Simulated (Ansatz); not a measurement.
Second-order optical response of AlN

The calculation used DFT LDA, scalar-relativistic, plane waves, PAW in Ansatz 0.2.0. Settings: 420 eV plane-wave cutoff, Γ-centred 12×12×6 mesh, fixed occupations. No spin polarisation. Phonons by linear response, acoustic sum rule imposed.

The cell, relaxed at this level:
```xyz
4
Lattice="3.0888 0.0000 0.0000 -1.5444 2.6750 0.0000 0.0000 0.0000 4.9433" Properties=species:S:1:pos:R:3 pbc="T T T"
Al    0.0000    1.7833   -0.0049
Al    1.5444    0.8917    2.4667
N     0.0000    1.7833    1.8833
N     1.5444    0.8917    4.3550
```

Question: Give the static, clamped-ion nonlinear coefficients d_iJ = χ⁽²⁾/2 (pm/V, Voigt columns xx yy zz yz xz xy).

Answer:
```
x    0.0  0.0  0.0  0.0 -0.1  0.0
y    0.0  0.0  0.0 -0.1  0.0  0.0
z   -0.1 -0.1 -4.2  0.0  0.0  0.0
```
The largest is 4.2 pm/V, at a Kohn–Sham gap of 4.42 eV; a functional that narrows the gap inflates it.

Cost: 1 run of about 15 core-minutes, on Intel Xeon Processor @ 2.50GHz (Skylake/Cascade Lake) (shared hosts).